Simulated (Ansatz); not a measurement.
**Calculated with Ansatz: Cs₃SiF₆, relaxation**

input.yaml:

```yaml
crystal:
  lattice:
    - [0.0, 4.736431, 4.736431]
    - [4.736431, 0.0, 4.736431]
    - [4.736431, 4.736431, 0.0]
  atoms:
    - { symbol: Cs, position: [0.75, 0.75, 0.75] }
    - { symbol: Cs, position: [0.25, 0.25, 0.25] }
    - { symbol: Cs, position: [0.0, 0.0, 0.0] }
    - { symbol: Si, position: [0.5, 0.5, 0.5] }
    - { symbol: F, position: [0.2965, 0.7035, 0.7035] }
    - { symbol: F, position: [0.7035, 0.2965, 0.7035] }
    - { symbol: F, position: [0.7035, 0.2965, 0.2965] }
    - { symbol: F, position: [0.2965, 0.7035, 0.2965] }
    - { symbol: F, position: [0.7035, 0.7035, 0.2965] }
    - { symbol: F, position: [0.2965, 0.2965, 0.7035] }
  symmetry: { tolerance: 0.0003 }
kpoints:
  mp_grid: { grid: [6, 6, 6], shift: [0, 0, 0] }
magnetization:
  spin_polarized: false
scf:
  occupations: { method: cold, width: 0.1197 }
  lower_state_search: "off"
hamiltonian:
  pseudopotentials: { kind: paw }
  xc: r2scan
basis:
  ecutwfc: 500
  fft_grid_basis: typed
relax:
  max_steps: 60
  f_tol: 0.03
output:
  forces: true
  stress: true
  eigenvalues: true
  bader: true
  populations: true
  elf: true
  write_potential: true
  volumetric_format: npy
  dos:
    e_range: [-12, 8]
    de: 0.05
    projected: { site_lists: { Cs: [Cs], F: [F], Si: [Si] } }
  write_density: true
checkpoint:
  read: saved_state
```

Run with:

```bash
ansatz run input.yaml --threads 2 --pin off --max-ram 3584MiB --backend cpu --events-out ev --progress --plain --runs-dir out
```

Origin of the cell: a known structure type with other elements, at an estimated volume, so it need not be a known compound.

The saved state is a converged single point of the same cell.

Steps:

```csv
step,ΔF (meV/atom),max force component (eV/Å),SCF iterations,step was
1,0.0,0.915,7,accepted
2,-17.0,0.876,7,accepted
3,-132.9,0.113,7,accepted
4,-132.4,0.221,7,rejected
5,-133.0,0.001,7,accepted
```

The starting structure.

Space group Fm-3m (No. 225); the run's cell has a = 6.698 Å, b = 6.698 Å, c = 6.698 Å, α = 60.00°, β = 60.00°, γ = 60.00°. Shortest distances: F–Si 1.93 Å, F–F 2.73 Å, Cs–F 2.81 Å.

After:

Space group Fm-3m (No. 225); the run's cell has a = 6.698 Å, b = 6.698 Å, c = 6.698 Å, α = 60.00°, β = 60.00°, γ = 60.00°. Shortest distances: F–Si 1.71 Å, F–F 2.41 Å, Cs–F 3.03 Å.

```
CELL_PARAMETERS angstrom
0.00000 4.73643 4.73643
4.73643 0.00000 4.73643
4.73643 4.73643 0.00000
ATOMIC_POSITIONS crystal
Cs 0.75000 0.75000 0.75000
Cs 0.25000 0.25000 0.25000
Cs 0.00000 0.00000 0.00000
Si 0.50000 0.50000 0.50000
F 0.32000 0.68000 0.68000
F 0.68000 0.32000 0.68000
F 0.68000 0.32000 0.32000
F 0.32000 0.68000 0.32000
F 0.68000 0.68000 0.32000
F 0.32000 0.32000 0.68000
```

```yaml
Free_energy_lowered_by: 133.0 meV/atom
Final_pressure: 1.41 GPa
Relaxation_steps_listed: 5
```

Caveats: no moments, though an odd count or open d shells may carry them; the SCF threshold is looser than advised for a stress; the relaxation held the start's symmetry, so the end may be a saddle point.

Time: 85 s on 2 threads of Intel(R) Xeon(R) Platinum 8375C CPU @ 2.90GHz (Ice Lake) (shared host), peak memory 1.3 GiB, from a saved density.
